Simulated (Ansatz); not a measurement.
An Ansatz input:

```yaml
crystal:
  lattice:
    - [3.314933368, 0.0, 0.0]
    - [-1.657466684, 2.8708165085, 0.0]
    - [0.0, 0.0, 5.5128512027]
  atoms:
    - { symbol: Sn, position: [0.3333333333, 0.6666666667, 0.25] }
    - { symbol: Sn, position: [0.6666666667, 0.3333333333, 0.75] }
hamiltonian:
  xc: pbesol
  pseudopotentials:
    kind: paw
    azcp:
      Sn: "pseudopotentials/Sn.paw.azcp"
basis:
  ecutwfc: 420
  fft_grid_basis: typed
kpoints:
  mp_grid: { grid: [18, 18, 10], shift: [0, 0, 0] }
magnetization:
  spin_polarized: false
scf:
  occupations: { method: fermi_dirac, width: 0.1 }
output:
  write_density: true
  write_potential: true
  elf: true
  volumetric_format: npy
```

Terminal output

```
Warning: the record states the generating functional pbe (its physics header spells it `PBE`), which answers neither for hamiltonian.xc's functional nor for the pbesol family's — results may be inconsistent (PPs are generated against a specific XC)
Engine: ansatz 0.2.0, aarch64-unknown-linux-gnu
Pseudopotentials: kind: paw
Pseudopotential: Sn, paw, valence charge 14, recommended cutoff 420 eV (normal) 
Functional definition: PBEsol
  exchange = pbesol_x
  correlation = pbesol_c
Crystal: 2 atoms, lattice volume = 52.463 Å³
Basis set: ecut = 420 eV, 1051 PW (Γ)
Bands: 18, of which v1, the nominal top of the filled ones, is band 14 counted from 1 (13 counted from 0)
Symmetry: 24 space group operations
Space group: P63/mmc (ITA 194), of the structure as read, at distance tolerance 3.7e-5 Å
k-points: 222 of 3240
Non-local potential: Sn, projectors of the file, l = 0: 2, l = 1: 2, l = 2: 2, l = 3: 2
PAW form: soft (Blöchl's): semilocal exchange-correlation on the pseudo side does not see the compensation charge
PAW frozen core: Sn, regenerated for the run's functional, and the local potential with it (the file was generated under x = pbe(κ = 0.804, μ = 0.2195149727645171), c = pbe(β = 0.06672455060314922))
PAW one-centre angular grid: Sn, 590 points (default); XC on 64 Gauss nodes
Initial density: superposition of atomic densities (neutral atoms: chi_scale 0, normalization atom), corrected by the library's trained network
Initial wavefunctions: pseudopotential atomic-orbital guess
Functional: x = pbesol(κ = 0.804, μ = 0.12345679012345678), c = pbesol(β = 0.046)
SCF iter   1: F=—  HF=-11899.542051 eV  |F-HF|=—  |Δ(HF+E_count)|=         —  Δρ=2.48e-3  dr2=2.02e-3  ethr=1.77e-3  ⟨swp⟩=5.4  Hψ=19181  notcnv=0
SCF iter   2: F=—  HF=-11899.539597 eV  |F-HF|=—  |Δ(HF+E_count)|=   2.45e-3  Δρ=1.51e-3  dr2=7.77e-4  ethr=7.22e-6  ⟨swp⟩=1.7  Hψ=6251  notcnv=0
SCF iter   3: F=—  HF=-11899.539376 eV  |F-HF|=—  |Δ(HF+E_count)|=   2.21e-4  Δρ=5.88e-4  dr2=1.08e-4  ethr=2.77e-6  ⟨swp⟩=2.0  Hψ=7088  notcnv=0
SCF iter   4: F=—  HF=-11899.539318 eV  |F-HF|=—  |Δ(HF+E_count)|=   5.83e-5  Δρ=3.92e-4  dr2=5.12e-5  ethr=3.87e-7  ⟨swp⟩=2.0  Hψ=7098  notcnv=0
SCF iter   5: F=—  HF=-11899.539293 eV  |F-HF|=—  |Δ(HF+E_count)|=   2.53e-5  Δρ=2.24e-4  dr2=1.66e-5  ethr=1.83e-7  ⟨swp⟩=2.0  Hψ=6462  notcnv=0
SCF iter   6: F=—  HF=-11899.539283 eV  |F-HF|=—  |Δ(HF+E_count)|=   1.00e-5  Δρ=6.39e-5  dr2=1.36e-6  ethr=5.95e-8  ⟨swp⟩=2.0  Hψ=6259  notcnv=0
SCF iter   7: F=-11899.539282 eV  HF=-11899.539282 eV  |F-HF|=4.74e-8  |Δ(HF+E_count)|=   8.21e-7  Δρ=1.20e-5  dr2=3.90e-8  ethr=3.57e-10  ⟨swp⟩=1.4  Hψ=12297  notcnv=0
SCF 1 converged in 7 iterations: F = -11899.539282 eV  dr2 = 3.90e-8
SCF converged after 7 iterations
Free energy (F): -11899.539282 eV
Harris-Foulkes:  -11899.539282 eV  (|F-HF|=4.74e-8)
Internal energy: -11899.500999 eV  (E = F + TS)
E sigma→0 (E₀):  -11899.520140 eV
Entropy (-TS):   -0.038283 eV (-19.142 meV/atom)
Fermi energy:    11.240642 eV
--- Per-component energies (eV) ---
  E_band       = -150.300973
  E_kinetic    = 373.620190
  E_local      = -1600.914233  (includes V_loc(G=0)·N_el)
  E_nonlocal   = -61.751670
  E_hartree    = 1019.024032
  E_xc         = -759.841148
  E_vxc        = -195.243038  (∫ρ·V_xc dr)
  E_paw        = -8126.922253  (= ΣΔE_a)
  E_vpaw       = -704.070439  (= ΣTr[D̂ρ^β])
  E_aug_tail   = -0.000001  (compensation charges beyond the density's cutoff)
  E_ewald      = -2743.285595
  E_core_change = 0.569680  (= ΣΔE_core)
  E_smearing   = -0.038283  (= −TS)
  E_closure    = 0.000000  (closes the sum)
  Σ components = -11899.539282   (vs F -11899.539282, Δ=0.00e0)
--- Band table (eV; the first three rows and the last of 222) ---
  k-point 0: bands = ["-10.2267", "-10.2228", "-10.2111", "-10.2111", "-10.1996", "-10.1996", "-10.1543", "-10.1543", "-10.0562", "-10.0562", "-0.1336", "4.2230", "6.4092", "17.4193", "17.4193", "19.0323", "19.1816", "19.1816"]
  k-point 1: bands = ["-10.2264", "-10.2227", "-10.2128", "-10.2128", "-10.2008", "-10.2008", "-10.1498", "-10.1498", "-10.0577", "-10.0577", "-0.0819", "3.8340", "6.9027", "17.4617", "17.4617", "18.3053", "19.1503", "19.1503"]
  k-point 2: bands = ["-10.2256", "-10.2224", "-10.2163", "-10.2163", "-10.2040", "-10.2040", "-10.1386", "-10.1386", "-10.0623", "-10.0623", "0.0733", "3.1119", "7.9375", "16.8434", "17.5860", "17.5860", "19.0503", "19.0503"]
  k-point 221: bands = ["-10.2282", "-10.2282", "-10.1654", "-10.1654", "-10.1305", "-10.1305", "-10.1275", "-10.1275", "-10.0511", "-10.0511", "6.1479", "6.1479", "8.2775", "8.2775", "9.2308", "9.2308", "16.3308", "16.3308"]
```
